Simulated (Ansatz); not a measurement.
**GdO (CsCl-type structure)**

Method: r²SCAN, scalar-relativistic; collinear spin; PAW, 500 eV, Γ-centred 12×12×12 mesh, 0.05 eV Gaussian smearing; code Ansatz. The datasets are Ansatz's generated set soft_2.

```cif
data_structure
_symmetry_space_group_name_H-M 'Pm-3m'
_symmetry_Int_Tables_number 221
_cell_length_a 2.9945
_cell_length_b 2.9945
_cell_length_c 2.9945
_cell_angle_alpha 90.000
_cell_angle_beta 90.000
_cell_angle_gamma 90.000
_cell_volume 26.85
loop_
_atom_site_label
_atom_site_type_symbol
_atom_site_symmetry_multiplicity
_atom_site_Wyckoff_symbol
_atom_site_fract_x
_atom_site_fract_y
_atom_site_fract_z
_atom_site_occupancy
Gd1 Gd 1 a 0.00000 0.00000 0.00000 1
O1 O 1 b 0.50000 0.50000 0.50000 1
```

The start was a prototype's sites filled with these elements. The Crystallography Open Database lists the compound in space group F-43m, so this is a trial structure.

Magnetic state: ferromagnetic, site spin moments Gd 7.14 μB.

The cell above was scaled in volume, its shape and atoms being fixed by the lattice's symmetry. Energies are counted from the cell above.

```csv
V (Å³/atom),ΔE (meV/atom),P (GPa),largest moment (μB)
12.89,10.6,6.7,7.12
13.16,2.4,3.1,7.13
13.43,0.0,-0.1,7.14
13.69,1.9,-1.8,7.22
13.96,6.4,-3.4,7.29
14.37,18.6,-6.4,7.34
```

Question: Can a bulk modulus be trusted from these points?

Answer: No. The energies are smooth (scatter 0.15 meV/atom), but the fit's B0′ of 11.3 is out of the usual range: the curve is too flat or too lopsided over this range, or mesh noise enters, and a third-order form can't fix it.

The moment grows with the volume: wider spacing narrows the bands, and exchange then polarises them more fully.

Without a U the 4f levels of Gd lie too near the Fermi level, so their share of the states there, and what hangs on it, is overstated. For elements this heavy, spin–orbit coupling would shift levels and gaps; it isn't included here. The run wasn't fully tested for a lower electronic state. Site moments are of spin, integrated over atomic spheres. The moments were started parallel, and the real magnetic order may be another. The run is a metal.
